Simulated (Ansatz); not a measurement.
**Mg₄Cd: phonons across the zone**

The calculation used Ansatz, DFT PBE, scalar-relativistic, plane waves, PAW. Settings: 420 eV plane-wave cutoff, Γ-centred 8×8×8 mesh, Fermi-Dirac smearing of 0.15 eV. No spin polarisation. Phonons by linear response, acoustic sum rule imposed.

Equilibrium structure at this level:
```xyz
5
Lattice="2.3998 -5.3217 0.0000 2.3998 5.3217 0.0000 0.0000 0.0000 4.8281" Properties=species:S:1:pos:R:3 pbc="T T T"
Mg    2.3998   -1.6069    0.0000
Mg    2.3998   -3.6739    2.4140
Mg    2.3998    1.6069    0.0000
Mg    2.3998    3.6739    2.4140
Cd    2.3998    0.0000    2.4140
```

The structure comes from a generated guess, relaxed at this level; another structure or a mixture of phases may lie lower. In a metal, frequencies and elastic constants depend on the k mesh and the smearing, soft modes and shear constants most. The q mesh is coarse, so values between its points are rough.

Force constants from linear response on a 2×2×2 q mesh.

**Question.** Is the structure dynamically stable on this mesh?

**Answer.** Yes, on this mesh: no mode is imaginary.

**Question.** Give the frequencies (cm⁻¹; i marks imaginary ones) at the irreducible q points, in fractions of the reciprocal vectors.

**Answer.**
```
                   q  star                                              frequencies
   0.000 0.000 0.000     1     0 0 0 86 104 112 133 142 156 192 197 205 223 228 229
  0.000 0.000 -0.500     1   44 70 72 85 88 113 124 147 157 185 192 220 225 226 227
  0.000 -0.500 0.000     2  49 54 76 99 103 106 108 134 162 193 209 209 217 223 229
 0.000 -0.500 -0.500     2   37 75 84 85 88 108 128 129 180 181 190 191 219 234 248
 -0.500 -0.500 0.000     1   62 67 68 77 78 120 147 153 156 175 195 198 218 222 240
-0.500 -0.500 -0.500     1   30 65 71 75 99 107 147 153 169 173 182 204 218 219 236
```
